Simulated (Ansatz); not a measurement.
# AlN, first-principles data

AlN:
```yaml
crystal:
  lattice:
    - [3.12080, 0.00000, 0.00000]
    - [-1.56040, 2.70269, 0.00000]
    - [0.00000, 0.00000, 10.11172]
  atoms:
    - { symbol: Al, position: [0.00000, 0.00000, 0.00141] }
    - { symbol: Al, position: [0.00000, 0.00000, 0.50141] }
    - { symbol: Al, position: [0.66667, 0.33333, 0.75033] }
    - { symbol: Al, position: [0.33333, 0.66667, 0.25033] }
    - { symbol: N, position: [0.00000, 0.00000, 0.81194] }
    - { symbol: N, position: [0.00000, 0.00000, 0.31194] }
    - { symbol: N, position: [0.66667, 0.33333, 0.56195] }
    - { symbol: N, position: [0.33333, 0.66667, 0.06195] }
```

Space group P6_3mc (No. 186); conventional cell a = b = 3.1208 Å, c = 10.1117 Å, α = β = 90.00°, γ = 120.00°.

Method: PBE (plane waves, PAW; program Ansatz). Structure relaxed to zero pressure with the same functional. Other levels are named where they apply.

**Cell and energy**

```yaml
volume_per_atom: 10.66 Å³
density: 3.19 g/cm³
Formation energy from the elements (no fitted shifts): -1.35 eV/atom
```

**Electronic structure**

```yaml
band_gap: 4.00 eV (direct)
valence_band_maximum: at Γ
conduction_band_minimum: at Γ
electron_effective_mass: 0.28 mₑ (isotropic)
hole_effective_mass: 0.24, 4.6, 4.6 mₑ (principal values)
HSE06 gap on the PBE cell: 5.26 eV
```

**Mechanics**

```yaml
Bulk modulus (Birch–Murnaghan fit): 193 GPa
Pressure derivative B′: 3.9
Elastic constants (relaxed ions, GPa): C11 = 369, C12 = 133, C13 = 84.2, C33 = 396, C44 = 106
mechanical_stability: stable (all eigenvalues of C positive)
hill_bulk_and_shear_moduli: 193 and 120 GPa
Young's modulus: 299 GPa
Poisson's ratio: 0.24
debye_temperature_from_the_elastic_constants: 922 K
Piezoelectric stress constants (proper, relaxed ions, C/m²): e15 = e24 = 0.28, e31 = e32 = 0.41, e33 = -0.94
```

**Dielectric response**

```yaml
Electronic dielectric constant ε∞ (DFPT): 4.56 (xx = yy), 4.68 (zz)
Static dielectric constant ε0 (ions relaxed, cell fixed): 8.50 (xx = yy), 9.20 (zz)
Born charges (a third of the trace): Al +2.54 to +2.59, N -2.56 e
Largest static χ(2) component: 4.5 pm/V
```

**Phonons**

```yaml
Highest zone-centre frequency (without LO–TO term): 813 cm^-1
zone_centre_stability: no imaginary mode at Γ
dynamical_stability_on_the_path: stable (no imaginary branch)
zero_point_energy: 94.5 meV/atom
Vibrational entropy at 300 K: 10.6 J/(K·mol of atoms)
```

**Charges**

```yaml
bader_charges: Al +2.42 to +2.43, N -2.43 e
```

The cell is a constructed one: a structure type filled with these elements. Its sites differ from those of the usual phase in this space group: another stacking or structure type. Symmetry was held in the PBE relaxation. Signs of piezoelectric constants follow the polarity of the cell as given. The references are the lowest solids computed at this level, not always the standard phases (solids in place of the gases).

Potentials: the later of the program's two PAW sets.
